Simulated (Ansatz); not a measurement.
# Band table of SnO₂ (rutile type)

```
CELL_PARAMETERS angstrom
4.82702 0.00000 0.00000
0.00000 4.82702 0.00000
0.00000 0.00000 3.23828
ATOMIC_POSITIONS crystal
Sn 0.00000 0.00000 0.00000
Sn 0.50000 0.50000 0.50000
O 0.30657 0.30657 0.00000
O 0.69343 0.69343 0.00000
O 0.80657 0.19343 0.50000
O 0.19343 0.80657 0.50000
```

The cell comes from a relaxation on PAW files under the same functional, begun from a prototype that needn't be the stable phase.

Level of theory: DFT with PBE, scalar-relativistic, in Ansatz 0.2.0; a Γ-centred 8×8×11 k mesh, Fermi–Dirac smearing of 0.05 eV, no spin polarisation. LAPW: all electrons, basis error target 1 meV/atom.

Spin–orbit coupling is left out, which matters for the heavy atoms.

Path points, in fractions of the reciprocal vectors: Γ (0.000, 0.000, 0.000), X (0.000, 0.500, 0.000), M (0.500, 0.500, 0.000), Z (0.000, 0.000, 0.500), R (0.000, 0.500, 0.500), A (0.500, 0.500, 0.500). Levels in eV from the valence-band top; bands 23 to 53, counted from the lowest band of the run. The gap is 0.68 eV, the pressure 0.01 GPa.

```
# k(1/Å) point b23 b24 b25 b26 b27 b28 b29 b30 b31 b32 b33 b34 b35 b36 b37 b38 b39 b40 b41 b42 b43 b44 b45 b46 b47 b48 b49 b50 b51 b52 b53
0.000 Γ -21.06 -20.41 -20.21 -20.18 -20.18 -20.11 -20.08 -20.02 -19.99 -19.99 -18.65 -16.94 -16.94 -15.43 -7.96 -3.89 -3.89 -3.77 -2.90 -1.98 -1.97 -1.25 -1.25 -0.74 -0.74 0.00 0.68 5.70 6.08 6.08 10.13
0.093 - -21.06 -20.42 -20.21 -20.18 -20.18 -20.12 -20.08 -20.02 -19.99 -19.99 -18.64 -16.97 -16.91 -15.44 -7.92 -4.00 -3.87 -3.75 -2.88 -2.00 -1.93 -1.25 -1.25 -0.88 -0.73 -0.02 0.86 5.64 6.10 6.13 10.18
0.186 - -21.04 -20.44 -20.21 -20.18 -20.18 -20.13 -20.08 -20.02 -19.99 -19.99 -18.59 -17.06 -16.84 -15.47 -7.82 -4.28 -3.80 -3.70 -2.80 -2.09 -1.82 -1.25 -1.23 -1.20 -0.73 -0.10 1.26 5.51 6.17 6.27 10.31
0.279 - -21.00 -20.48 -20.21 -20.18 -20.18 -20.15 -20.08 -20.02 -19.99 -19.99 -18.51 -17.20 -16.72 -15.52 -7.66 -4.67 -3.69 -3.61 -2.67 -2.23 -1.72 -1.54 -1.24 -1.21 -0.71 -0.21 1.76 5.31 6.28 6.43 10.42
0.372 - -20.96 -20.54 -20.21 -20.18 -20.18 -20.17 -20.07 -20.03 -19.99 -19.99 -18.41 -17.37 -16.57 -15.61 -7.43 -5.10 -3.54 -3.49 -2.50 -2.40 -1.93 -1.62 -1.23 -1.20 -0.69 -0.33 2.30 5.06 6.43 6.59 10.45
0.465 - -20.90 -20.61 -20.20 -20.18 -20.18 -20.18 -20.06 -20.03 -20.00 -20.00 -18.28 -17.56 -16.40 -15.73 -7.14 -5.55 -3.35 -3.34 -2.59 -2.30 -2.27 -1.64 -1.22 -1.20 -0.67 -0.45 2.85 4.74 6.60 6.73 10.43
0.558 - -20.83 -20.68 -20.20 -20.19 -20.18 -20.18 -20.06 -20.04 -20.00 -20.00 -18.12 -17.76 -16.22 -15.88 -6.80 -5.99 -3.17 -3.13 -2.79 -2.59 -2.09 -1.73 -1.21 -1.20 -0.64 -0.54 3.39 4.35 6.74 6.82 10.40
0.651 X -20.76 -20.76 -20.20 -20.20 -20.18 -20.18 -20.05 -20.05 -20.00 -20.00 -17.94 -17.94 -16.04 -16.04 -6.41 -6.41 -2.99 -2.99 -2.87 -2.87 -1.89 -1.89 -1.20 -1.20 -0.60 -0.60 3.89 3.89 6.82 6.82 10.41
0.744 - -20.76 -20.76 -20.20 -20.20 -20.18 -20.18 -20.05 -20.05 -20.00 -20.00 -17.92 -17.92 -16.07 -16.07 -6.37 -6.37 -2.98 -2.98 -2.91 -2.91 -1.89 -1.89 -1.21 -1.21 -0.62 -0.62 3.91 3.91 6.84 6.84 10.40
0.837 - -20.77 -20.77 -20.19 -20.19 -20.18 -20.18 -20.05 -20.05 -20.00 -20.00 -17.86 -17.86 -16.15 -16.15 -6.27 -6.27 -3.00 -3.00 -2.97 -2.97 -1.89 -1.89 -1.22 -1.22 -0.65 -0.65 3.97 3.97 6.89 6.89 10.39
0.930 - -20.79 -20.79 -20.19 -20.19 -20.18 -20.18 -20.05 -20.05 -19.99 -19.99 -17.75 -17.75 -16.28 -16.28 -6.12 -6.12 -3.15 -3.15 -2.95 -2.95 -1.89 -1.89 -1.25 -1.25 -0.70 -0.70 4.04 4.04 6.96 6.96 10.39
1.023 - -20.80 -20.80 -20.19 -20.19 -20.18 -20.18 -20.05 -20.05 -19.99 -19.99 -17.61 -17.61 -16.44 -16.44 -5.93 -5.93 -3.33 -3.33 -2.93 -2.93 -1.88 -1.88 -1.27 -1.27 -0.76 -0.76 4.13 4.13 7.04 7.04 10.40
1.116 - -20.81 -20.81 -20.19 -20.19 -20.18 -20.18 -20.05 -20.05 -19.99 -19.99 -17.44 -17.44 -16.63 -16.63 -5.73 -5.73 -3.52 -3.52 -2.92 -2.92 -1.87 -1.87 -1.30 -1.30 -0.81 -0.81 4.21 4.21 7.11 7.11 10.44
1.209 - -20.82 -20.82 -20.19 -20.19 -20.19 -20.19 -20.04 -20.04 -19.99 -19.99 -17.25 -17.25 -16.84 -16.84 -5.57 -5.57 -3.67 -3.67 -2.90 -2.90 -1.87 -1.87 -1.32 -1.32 -0.84 -0.84 4.26 4.26 7.15 7.15 10.48
1.302 M -20.82 -20.82 -20.19 -20.19 -20.19 -20.19 -20.04 -20.04 -19.99 -19.99 -17.05 -17.05 -17.04 -17.04 -5.51 -5.51 -3.74 -3.74 -2.90 -2.90 -1.87 -1.87 -1.32 -1.32 -0.85 -0.85 4.28 4.28 7.17 7.17 10.49
1.433 - -20.83 -20.80 -20.19 -20.19 -20.19 -20.18 -20.05 -20.04 -19.99 -19.99 -17.45 -17.05 -17.04 -16.63 -5.78 -5.47 -3.75 -3.50 -2.95 -2.86 -1.92 -1.82 -1.32 -1.30 -0.85 -0.81 4.14 4.35 7.13 7.14 10.39
1.565 - -20.86 -20.74 -20.19 -20.19 -20.18 -20.18 -20.05 -20.04 -19.99 -19.99 -17.82 -17.03 -17.02 -16.24 -6.31 -5.34 -3.78 -3.10 -3.03 -2.75 -2.07 -1.72 -1.31 -1.26 -0.83 -0.70 3.75 4.52 7.02 7.04 10.22
1.696 - -20.91 -20.65 -20.20 -20.19 -20.18 -20.18 -20.06 -20.03 -20.00 -19.99 -18.13 -17.02 -17.00 -15.91 -6.87 -5.11 -3.83 -3.28 -2.59 -2.53 -2.27 -1.62 -1.30 -1.21 -0.80 -0.54 3.15 4.78 6.83 6.85 10.16
1.828 - -20.96 -20.55 -20.20 -20.19 -20.18 -20.17 -20.07 -20.03 -20.00 -19.99 -18.36 -16.99 -16.98 -15.66 -7.34 -4.79 -3.86 -3.47 -2.50 -2.39 -2.02 -1.60 -1.28 -1.19 -0.78 -0.36 2.43 5.07 6.58 6.61 10.23
1.959 - -21.01 -20.47 -20.21 -20.18 -20.18 -20.15 -20.08 -20.02 -19.99 -19.99 -18.53 -16.97 -16.96 -15.52 -7.69 -4.41 -3.89 -3.63 -2.70 -2.19 -1.73 -1.47 -1.27 -1.20 -0.75 -0.18 1.68 5.35 6.34 6.35 10.32
2.091 - -21.05 -20.43 -20.21 -20.18 -20.18 -20.12 -20.08 -20.02 -19.99 -19.99 -18.62 -16.95 -16.94 -15.45 -7.89 -4.05 -3.89 -3.73 -2.85 -2.03 -1.89 -1.26 -1.23 -0.99 -0.74 -0.05 1.01 5.59 6.15 6.16 10.22
2.222 Γ -21.06 -20.41 -20.21 -20.18 -20.18 -20.11 -20.08 -20.02 -19.99 -19.99 -18.65 -16.94 -16.94 -15.43 -7.96 -3.89 -3.89 -3.77 -2.90 -1.98 -1.97 -1.25 -1.25 -0.74 -0.74 0.00 0.68 5.70 6.08 6.08 10.13
2.361 - -21.04 -20.39 -20.23 -20.23 -20.20 -20.11 -20.08 -20.02 -20.00 -20.00 -18.63 -16.87 -16.87 -15.46 -7.96 -3.85 -3.85 -3.82 -2.87 -2.39 -2.01 -1.45 -1.45 -0.72 -0.72 -0.04 1.09 5.80 6.29 6.29 9.58
2.499 - -20.98 -20.33 -20.33 -20.33 -20.18 -20.12 -20.08 -20.02 -20.01 -20.01 -18.54 -16.68 -16.68 -15.57 -7.96 -3.94 -3.72 -3.72 -3.21 -2.77 -2.16 -1.92 -1.92 -0.72 -0.72 -0.15 1.92 6.05 6.87 6.87 9.05
2.638 - -20.88 -20.48 -20.48 -20.25 -20.14 -20.13 -20.07 -20.03 -20.03 -20.02 -18.39 -16.42 -16.42 -15.74 -7.93 -4.12 -4.06 -3.53 -3.53 -2.62 -2.48 -2.48 -2.40 -0.77 -0.77 -0.34 2.83 6.29 7.65 7.65 8.66
2.776 - -20.77 -20.62 -20.62 -20.23 -20.10 -20.09 -20.06 -20.05 -20.05 -20.02 -18.16 -16.14 -16.14 -15.99 -7.87 -5.00 -4.12 -3.41 -3.41 -2.92 -2.92 -2.71 -2.40 -0.86 -0.86 -0.58 3.70 6.39 8.49 8.49 8.50
2.915 - -20.74 -20.74 -20.65 -20.27 -20.06 -20.06 -20.05 -20.05 -20.03 -20.02 -17.86 -16.31 -15.89 -15.89 -7.71 -5.79 -4.08 -3.68 -3.68 -3.05 -2.86 -2.86 -2.14 -0.99 -0.99 -0.87 4.46 6.29 8.58 9.28 9.28
3.054 - -20.82 -20.82 -20.53 -20.34 -20.08 -20.08 -20.04 -20.03 -20.02 -20.00 -17.49 -16.69 -15.72 -15.72 -7.44 -6.48 -3.96 -3.96 -3.94 -3.39 -2.66 -2.66 -1.85 -1.19 -1.12 -1.12 5.09 6.01 8.89 9.91 9.91
3.192 Z -20.84 -20.84 -20.42 -20.42 -20.08 -20.08 -20.03 -20.03 -19.99 -19.99 -17.09 -17.09 -15.66 -15.66 -7.03 -7.03 -4.06 -4.06 -3.70 -3.70 -2.57 -2.57 -1.52 -1.52 -1.18 -1.18 5.60 5.60 9.37 9.37 10.32
3.285 - -20.86 -20.86 -20.41 -20.41 -20.08 -20.08 -20.03 -20.03 -19.99 -19.99 -17.10 -17.10 -15.65 -15.65 -7.02 -7.02 -4.12 -4.12 -3.78 -3.78 -2.44 -2.44 -1.50 -1.50 -1.18 -1.18 5.61 5.61 9.23 9.23 10.33
3.378 - -20.88 -20.88 -20.37 -20.37 -20.08 -20.08 -20.03 -20.03 -19.99 -19.99 -17.14 -17.14 -15.63 -15.63 -7.00 -7.00 -4.31 -4.31 -3.89 -3.89 -2.16 -2.16 -1.45 -1.45 -1.17 -1.17 5.63 5.63 8.92 8.92 10.36
3.471 - -20.92 -20.92 -20.32 -20.32 -20.08 -20.08 -20.03 -20.03 -19.99 -19.99 -17.18 -17.18 -15.59 -15.59 -6.96 -6.96 -4.60 -4.60 -3.95 -3.95 -1.89 -1.89 -1.38 -1.38 -1.12 -1.12 5.67 5.67 8.56 8.56 10.41
3.564 - -20.95 -20.95 -20.27 -20.27 -20.08 -20.08 -20.03 -20.03 -19.99 -19.99 -17.23 -17.23 -15.55 -15.55 -6.90 -6.90 -4.88 -4.88 -3.98 -3.98 -1.72 -1.72 -1.26 -1.26 -1.03 -1.03 5.73 5.73 8.21 8.21 10.47
3.657 - -20.98 -20.98 -20.23 -20.23 -20.08 -20.08 -20.03 -20.03 -19.98 -19.98 -17.27 -17.27 -15.52 -15.52 -6.85 -6.85 -5.12 -5.12 -4.01 -4.01 -1.67 -1.67 -1.13 -1.13 -0.90 -0.90 5.79 5.79 7.91 7.91 10.53
3.750 - -20.99 -20.99 -20.21 -20.21 -20.08 -20.08 -20.03 -20.03 -19.98 -19.98 -17.30 -17.30 -15.50 -15.50 -6.80 -6.80 -5.28 -5.28 -4.02 -4.02 -1.66 -1.66 -1.04 -1.04 -0.79 -0.79 5.84 5.84 7.69 7.69 10.57
3.843 R -21.00 -21.00 -20.20 -20.20 -20.08 -20.08 -20.03 -20.03 -19.98 -19.98 -17.31 -17.31 -15.49 -15.49 -6.78 -6.78 -5.34 -5.34 -4.03 -4.03 -1.66 -1.66 -1.01 -1.01 -0.75 -0.75 5.86 5.86 7.62 7.62 10.59
3.936 - -20.99 -20.99 -20.21 -20.21 -20.08 -20.08 -20.03 -20.03 -19.98 -19.98 -17.30 -17.30 -15.50 -15.50 -6.86 -6.86 -5.23 -5.23 -4.04 -4.04 -1.63 -1.63 -1.00 -1.00 -0.78 -0.78 5.73 5.73 7.73 7.73 10.58
4.029 - -20.98 -20.98 -20.24 -20.24 -20.08 -20.08 -20.03 -20.03 -19.98 -19.98 -17.25 -17.25 -15.53 -15.53 -7.06 -7.06 -4.99 -4.99 -4.05 -4.05 -1.55 -1.55 -0.98 -0.98 -0.86 -0.86 5.44 5.44 7.96 7.96 10.56
4.122 - -20.95 -20.95 -20.28 -20.28 -20.08 -20.08 -20.03 -20.03 -19.98 -19.98 -17.18 -17.18 -15.57 -15.57 -7.27 -7.27 -4.78 -4.78 -3.97 -3.97 -1.48 -1.48 -0.96 -0.96 -0.93 -0.93 5.11 5.11 8.21 8.21 10.52
4.215 - -20.92 -20.92 -20.33 -20.33 -20.08 -20.08 -20.03 -20.03 -19.99 -19.99 -17.10 -17.10 -15.62 -15.62 -7.46 -7.46 -4.71 -4.71 -3.70 -3.70 -1.54 -1.54 -1.01 -1.01 -0.88 -0.88 4.80 4.80 8.41 8.41 10.50
4.308 - -20.89 -20.89 -20.38 -20.38 -20.08 -20.08 -20.03 -20.03 -19.99 -19.99 -17.02 -17.02 -15.68 -15.68 -7.61 -7.61 -4.73 -4.73 -3.31 -3.31 -1.76 -1.76 -0.98 -0.98 -0.83 -0.83 4.56 4.56 8.54 8.54 10.49
4.401 - -20.87 -20.87 -20.42 -20.42 -20.08 -20.08 -20.03 -20.03 -19.99 -19.99 -16.96 -16.96 -15.72 -15.72 -7.70 -7.70 -4.76 -4.76 -2.89 -2.89 -2.08 -2.08 -0.93 -0.93 -0.79 -0.79 4.41 4.41 8.60 8.60 10.52
4.494 A -20.85 -20.85 -20.44 -20.44 -20.08 -20.08 -20.03 -20.03 -19.99 -19.99 -16.94 -16.94 -15.73 -15.73 -7.73 -7.73 -4.77 -4.77 -2.51 -2.51 -2.43 -2.43 -0.91 -0.91 -0.78 -0.78 4.36 4.36 8.62 8.62 10.58
4.625 - -20.89 -20.85 -20.44 -20.38 -20.08 -20.08 -20.03 -20.03 -19.99 -19.99 -17.01 -16.95 -15.73 -15.68 -7.70 -7.64 -4.74 -4.74 -3.31 -2.51 -2.46 -1.73 -0.96 -0.94 -0.82 -0.79 4.44 4.48 8.47 8.71 10.41
4.757 - -20.96 -20.85 -20.44 -20.28 -20.09 -20.08 -20.03 -20.03 -19.99 -19.98 -17.16 -16.97 -15.72 -15.58 -7.62 -7.37 -4.67 -4.66 -4.13 -2.56 -2.53 -1.21 -1.06 -1.02 -0.92 -0.84 4.66 4.84 8.10 8.97 10.21
4.888 - -20.99 -20.85 -20.43 -20.21 -20.09 -20.08 -20.03 -20.03 -19.99 -19.98 -17.29 -17.00 -15.71 -15.50 -7.49 -7.00 -4.80 -4.57 -4.53 -2.73 -2.54 -1.17 -1.12 -1.07 -1.02 -0.92 4.95 5.37 7.71 9.34 10.00
5.020 - -20.99 -20.85 -20.43 -20.20 -20.09 -20.08 -20.03 -20.03 -19.99 -19.98 -17.31 -17.03 -15.69 -15.49 -7.34 -6.72 -5.10 -4.45 -4.38 -2.98 -2.56 -1.25 -1.24 -1.22 -1.16 -1.02 5.23 5.80 7.62 9.76 9.77
5.151 - -20.95 -20.85 -20.43 -20.27 -20.08 -20.08 -20.03 -20.03 -19.99 -19.99 -17.25 -17.06 -15.68 -15.55 -7.19 -6.78 -4.78 -4.32 -4.23 -3.27 -2.56 -1.57 -1.38 -1.38 -1.22 -1.10 5.44 5.82 8.12 9.57 10.13
5.283 - -20.88 -20.85 -20.43 -20.37 -20.08 -20.08 -20.03 -20.03 -19.99 -19.99 -17.14 -17.08 -15.67 -15.62 -7.08 -6.96 -4.17 -4.14 -4.11 -3.55 -2.57 -2.16 -1.49 -1.48 -1.19 -1.16 5.56 5.67 8.89 9.42 10.35
5.414 Z -20.84 -20.84 -20.42 -20.42 -20.08 -20.08 -20.03 -20.03 -19.99 -19.99 -17.09 -17.09 -15.66 -15.66 -7.03 -7.03 -4.06 -4.06 -3.70 -3.70 -2.57 -2.57 -1.52 -1.52 -1.18 -1.18 5.60 5.60 9.37 9.37 10.32
```
